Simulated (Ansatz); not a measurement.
## MgO: the functional and the phonons

MgO in the rock-salt structure, in a typed cell, not relaxed.

```
Mg O
1.0
     0.00000    2.12750    2.12750
     2.12750    0.00000    2.12750
     2.12750    2.12750    0.00000
Mg O
1 1
Direct
  0.00000 0.00000 0.00000
  0.50000 0.50000 0.50000
```

Settings of the Ansatz calculation: PBE; all-electron PAW datasets (no frozen core) at 490 eV; k mesh 6×6×6; fixed occupations; no spin. Harmonic phonons by linear response, frequencies in cm⁻¹, imaginary ones marked i; at Γ the three translations are left out and no LO–TO term is added.

Caveats: coarse k mesh.

At 9.63 Å³ an atom it gives top Γ mode (cm⁻¹) 365; lowest mode at X = [0.5, 0, 0.5] (cm⁻¹) 279; top mode at X = [0.5, 0, 0.5] (cm⁻¹) 526.

Q: Repeat with r2SCAN in the same cell, on the same kind of potentials and mesh (r2SCAN by finite displacements). What changes?

A: 
| functional | cutoff (eV) | volume (Å³/atom) | top Γ mode (cm⁻¹) | lowest mode at X = [0.5, 0, 0.5] (cm⁻¹) | top mode at X = [0.5, 0, 0.5] (cm⁻¹) |
| --- | --- | --- | --- | --- | --- |
| r2SCAN in the same cell | 470 | 9.63 | 364 | 287 | 538 |
